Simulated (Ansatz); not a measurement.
# KVF3 (Pm-3m)

All numbers are calculated (r²SCAN+U, U_eff = 2.5 eV (Dudarev form) on V d, fully localised double counting, collinear spin, scalar-relativistic, 500 eV, PAW set soft_2 (made for PBE), 5×5×5 mesh, Gaussian smearing of 0.05 eV) with the plane-wave PAW code Ansatz.

```xyz
5
Lattice="4.1310 0.0000 0.0000 0.0000 4.1310 0.0000 0.0000 0.0000 4.1310" Properties=species:S:1:pos:R:3 pbc="T T T"
K     0.0000    0.0000    0.0000
V     2.0655    2.0655    2.0655
F     2.0655    2.0655    0.0000
F     0.0000    2.0655    2.0655
F     2.0655    0.0000    2.0655
```

The structure is that of a cell as deposited in COD, unrelaxed.

Cell and atoms stay fixed. Atoms count from 1 in the text and from 0 in parts of the program's output.

Two runs on this cell converged from different starts. The ends of their outputs, energies left out (λ are the eigenvalues of a shell's occupation matrix):

Run A:

```
Magnetization: 1.0000 μB (22.0000 up, 21.0000 down)
Absolute magnetization: 2.0564 μB (∫|ρ↑−ρ↓|, with the PAW one-centre terms)
Per-site moments (μB) at R_I (Å): [(0.00049, 1.20494), (0.76316, 0.85202), (0.04194, 0.85202), (-0.00776, 0.85202), (-0.00776, 0.85202)]
Fermi energy:    9.225743 eV
--- Forces (eV/Å), atoms counted from 1 ---
  atom   1  K      0.00000000     0.00000000     0.00000000
  atom   2  V      0.00000000     0.00000000     0.00000000
  atom   3  F      0.00000000     0.00000000     0.00000000
  atom   4  F      0.00000000     0.00000000     0.00000000
  atom   5  F      0.00000000     0.00000000     0.00000000
--- Stress (GPa, compression-positive) ---
        0.999638      -0.000062       0.000593
       -0.000068       0.999608      -0.001064
        0.000512      -0.000814       0.909959
  P = ⅓ Tr σ = 0.9697 GPa (9.697 kbar)
--- Löwdin populations: 5 sites ---
  site symbol       q [e]    m [muB]
     0      K      8.1557     0.0013
     1      V     11.7726     0.9744
     2      F      7.6492     0.0352
     3      F      7.6472    -0.0072
     4      F      7.6472    -0.0072
--- Occupation matrices: 1 shell (run DFT+U table (all-electron-ortho-atomic); ε = 1.87e-2) ---
  V1 d_3D up     Tr n = 2.2332  λ = 0.039 0.095 0.105 0.997 0.997
  V1 d_3D dn     Tr n = 1.2626  λ = 0.037 0.037 0.092 0.100 0.997
```

Run B:

```
Magnetization: 3.0000 μB (23.0000 up, 20.0000 down)
Absolute magnetization: 3.0359 μB (∫|ρ↑−ρ↓|, with the PAW one-centre terms)
Per-site moments (μB) at R_I (Å): [(0.00198, 1.20494), (2.27136, 0.85202), (0.02681, 0.85202), (0.02681, 0.85202), (0.02681, 0.85202)]
Fermi energy:    8.691257 eV
--- Forces (eV/Å), atoms counted from 1 ---
  atom   1  K      0.00000000     0.00000000     0.00000000
  atom   2  V      0.00000000     0.00000000     0.00000000
  atom   3  F      0.00000000     0.00000000     0.00000000
  atom   4  F      0.00000000     0.00000000     0.00000000
  atom   5  F      0.00000000     0.00000000     0.00000000
--- Stress (GPa, compression-positive) ---
        1.261903       0.000000       0.000000
        0.000000       1.261860       0.000000
        0.000000       0.000000       1.261903
  P = ⅓ Tr σ = 1.2619 GPa (12.619 kbar)
--- Löwdin populations: 5 sites ---
  site symbol       q [e]    m [muB]
     0      K      8.1567     0.0036
     1      V     11.7580     2.9233
     2      F      7.6524     0.0204
     3      F      7.6524     0.0204
     4      F      7.6524     0.0204
--- Occupation matrices: 1 shell (run DFT+U table (all-electron-ortho-atomic); ε = 1.42e-3) ---
  V1 d_3D up     Tr n = 3.1965  λ = 0.102 0.102 0.997 0.997 0.997
  V1 d_3D dn     Tr n = 0.2850  λ = 0.034 0.034 0.034 0.092 0.092
```

**Question.** Which run lies higher in energy, by how much, and why?

**Answer.** Run A, by 229.7 meV/atom. Run A has 3 filled d spin orbitals, 1 more of one spin than of the other, a gap of 2.13 eV and a whole-number cell moment of 1 μB, as a collinear insulator must have; run B has 3 d electrons in filled orbitals, 3 of them unpaired, the high-spin filling, a gap of 2.94 eV and a whole-number cell moment of 3 μB, as a collinear insulator must have. Run A kept 2 symmetry operations, run B 16. On V2, N↑ − N↓ is 0.97 in size in run A against 2.91 in run B: with fewer parallel spins, run A lacks part of the exchange energy behind Hund's first rule. With J = 0 the Hubbard energy is (U/2) Σ λ(1 − λ), a penalty on fractional natural occupations. The sums Σ λ(1 − λ) over the cell's shells are 0.46 for run B and 0.47 for run A, which at U/2 = 1.25 eV give 0.57 and 0.59 eV per cell. The two differ by 0.02 eV, within U times the program's tolerance on the occupations (0.02), so the Hubbard term itself makes little of the difference of 1.15 eV per cell, though U shapes both states.

With one V ion in the cell, V moments can't oppose each other.

In the lower state the fixed cell carries a pressure of 1.3 GPa (the cell is smaller than this level of theory would relax to); relaxing would change energies and could change the order of close states.

Run A started from: random orbitals: pairs of harmonics, lower spin (2+1 electrons), moments V2 1.00 μB, occupations held for 12 iterations. Run B started from: random orbitals: single harmonics, high spin, moments V2 3.00 μB, occupations held for 12 iterations. At this level the cell was started in 11 ways. Run B holds the lowest state found for this cell, which doesn't make it the ground state. The value of U was drawn from a range and not derived for this compound; another value can change gaps, moments and the order of states. Gaps are Kohn–Sham gaps over the k-mesh alone and may be smaller between its points.
